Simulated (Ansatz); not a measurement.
The computed numbers are results of r²SCAN, scalar-relativistic (no spin polarisation) in the plane-wave PAW code Ansatz at 500 eV, 12×12×12 k-mesh, Gaussian smearing of 0.05 eV; PAW files: Ansatz's generated set soft_2.

The calculation on XB, where X is one element, gave:

| Quantity | Value |
| --- | --- |
| Space group | Fm-3m (No. 225) |
| Conventional cell | a = 4.911 Å, b = 4.911 Å, c = 4.911 Å, α = 90.00°, β = 90.00°, γ = 90.00° |
| Volume | 14.81 Å³/atom |
| Band gap | zero (metallic) |
| Density of states at the Fermi level | 0.56 states/(eV·atom) |
| Bader charges | X 1.66; B -1.66 e |
| Formation energy from the elements (0 K, uncorrected) | -0.45 eV/atom |
| Bulk modulus (Birch–Murnaghan) | 164 GPa |
| Pressure derivative B0′ | 3.9 |

Sites: X on 4b, B on 4a.

Question: Which element is X?
A. Y
B. Mo
C. Zr
D. Nb

Answer: C. X is Zr, so the compound is ZrB.

The compound is reported in the structure type of the start.

The cell is a metal with an odd number of electrons, and spin polarisation wasn't tried.
